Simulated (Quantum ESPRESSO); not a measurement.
Empty bands for a GW run on BP (wurtzite, space group P6_3mc, No. 186): 85 bands on a 6×6×4 mesh, PBEsol, PseudoDojo standard norm-conserving files, scalar-relativistic, Quantum ESPRESSO. The input, in which only the diagonalization keyword changes:

```
&CONTROL
  calculation = 'nscf'
  pseudo_dir = './pseudo'
  outdir = './out'
/
&SYSTEM
  ibrav = 0
  nat = 4
  ntyp = 2
  ecutwfc = 76.0
  ecutrho = 304.0
  occupations = 'fixed'
  force_symmorphic = .true.
  nbnd = 85
/
&ELECTRONS
  conv_thr = 4e-09
  diago_full_acc = .true.
  diago_thr_init = 1e-08
  diagonalization = 'david'
/
ATOMIC_SPECIES
B 10.8100 B.upf
P 30.9738 P.upf
CELL_PARAMETERS angstrom
  3.179911116832   0.000000000000   0.000000000000
 -1.589955558416   2.753883808953   0.000000000000
  0.000000000000   0.000000000000   5.274139666000
ATOMIC_POSITIONS crystal
B   0.666666667000   0.333333333000   0.500431500700
B   0.333333333667   0.666666666333   0.000431500700
P   0.666666667000   0.333333333000   0.874568499300
P   0.333333333667   0.666666666333   0.374568499300
K_POINTS automatic
6 6 4 0 0 0
```

| diagonalization | mean iterations per k point | rough time | largest change of an eigenvalue (eV) |
|---|---|---|---|
| david | 22 | 1 | – |
| cg | 40 | about 3× | 5e-07 |
| paro | 18 | within a factor of two | 2e-07 |

An iteration means different work in each solver, so the counts don't rank them. Times are rough ratios from shared machines.

Geometry relaxed with PBEsol.
